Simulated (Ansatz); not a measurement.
Sb:
```
CELL_PARAMETERS angstrom
      0.00000     2.38704     2.38704
      2.38704     0.00000     2.38704
      2.38704     2.38704     0.00000
ATOMIC_POSITIONS crystal
  Sb 0.00000 0.00000 0.00000
```

Relaxed with r²SCAN. Special points in fractions of this cell's reciprocal vectors: Γ (0.000, 0.000, 0.000); X (0.500, 0.000, 0.500); U (0.625, 0.250, 0.625); K (0.375, 0.375, 0.750); L (0.500, 0.500, 0.500); W (0.500, 0.250, 0.750).

### Question
List the band energies nearest the Fermi level at these points for r²SCAN in the plane-wave PAW code Ansatz.

### Answer
In eV from the Fermi level; about four levels below and three above (degenerate sets whole), none deeper than 8.9 eV; … stands for higher levels left out; points with the same levels are listed once.

```
k                    below           above
-  -----------------------  --------------
Γ                        –  5.54 5.54 5.54
X              -7.79 -5.23     0.33 0.33 …
U        -7.83 -4.28 -3.14          1.20 …
L                    -6.10     3.74 3.74 …
W  -7.55 -3.37 -3.37 -1.52               …
```

Space group Fm-3m (fcc (Cu type)). The workflow started from an entry of the Crystallography Open Database (COD), which files this formula under 5 space groups. It is not the phase usual at ambient conditions (space group No. 166). The cell was relaxed with r²SCAN under the symmetry of its start. At this level the phase is mechanically unstable. Scalar-relativistic: spin–orbit coupling is off unless named, which matters more the heavier the elements.

Potentials: the later of the program's two PAW sets.
